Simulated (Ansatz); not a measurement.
# Does relaxation matter for the field gradients of InSe?

Start: a Materials Project structure (computed, not necessarily an observed phase), atoms as given.

Space group P6_3/mmc (No. 194); a = 4.0417, c = 17.4284 Å, γ = 120.00°.

```
site  Wyckoff  site symmetry       x       y       z
  In       4f            3m.  0.3333  0.6667  0.3303
  Se       4f            3m.  0.3333  0.6667  0.5973
```

One atom of each set is listed.

Computed with Ansatz: DFT, PBE, plane waves and PAW, scalar-relativistic, 420 eV cutoff, Γ-centred 9×9×2 k-points, Fermi–Dirac smearing 0.05 eV.

The largest force at the start is 0.20 eV/Å. Relaxing the ions at fixed cell moves them by 0.035 Å at most (atom 6, Se) and 0.025 Å rms. End positions:

In (0.3333, 0.6667, 0.3306)
Se (0.3333, 0.6667, 0.5953)

| site | moved (Å) | first shell before | first shell after | V_zz before (10²¹ V/m²) | η before |
| --- | --- | --- | --- | --- | --- |
| In | 0.006 | 3 Se at 2.65 Å; also 1 In at 2.80 Å | 3 Se at 2.67 Å; also 1 In at 2.81 Å | -10.81 | 0.00 |
| Se | 0.035 | 3 In at 2.65 Å | 3 In at 2.67 Å | -7.96 | 0.00 |

Question: How do the gradients change?

Answer: 

| site | V_zz after | η after | change of V_zz |
| --- | --- | --- | --- |
| In | -10.76 | 0.00 | +0.05 |
| Se | -6.64 | 0.00 | +1.32 |

The largest change of V_zz is on Se, from -7.96 to -6.64. In per cent, |V_zz| changes by 0 on In, -17 on Se (all sites that start above 0.5).

Without spin–orbit coupling (the program notes it for In) the gradients can shift somewhat, as the gap is small.
